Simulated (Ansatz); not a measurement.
MoS$_{2}$:
```xyz
3
Lattice="1.5880 0.9169 6.2240 -1.5880 0.9169 6.2240 0.0000 -1.8337 6.2240" Properties=species:S:1:pos:R:3 pbc="T T T"
Mo     0.0000     0.0000     0.0000
S      0.0000     0.0000    13.9998
S      0.0000     0.0000    10.8956
```

Relaxed with r²SCAN+D4.

Q: Give the optical modes at the zone centre with their infrared activity from DFPT, plane-wave PAW r²SCAN+D4 (Ansatz code).

A: Transverse frequencies, without the LO–TO term; a row sums one degenerate level.

```csv
ω (cm⁻¹),degeneracy,IR ((D/Å)²/amu),activity,symmetry
288,2,0.00,IR-inactive,E
384,2,0.88,IR,E
417,1,0.00,IR-inactive,A1
470,1,0.15,IR,A1
```

Q: How high does the top mode go among those that the LO–TO term moves?

A: 386 cm⁻¹ for q along x, 386 cm⁻¹ for q along y, 471 cm⁻¹ for q along z.

Space group R3m. The cell was relaxed with r²SCAN+D4 under the symmetry of its start; of distortions, only those at the zone centre were tested. The run is not spin-polarised.

Potentials: the later of the program's two PAW sets.
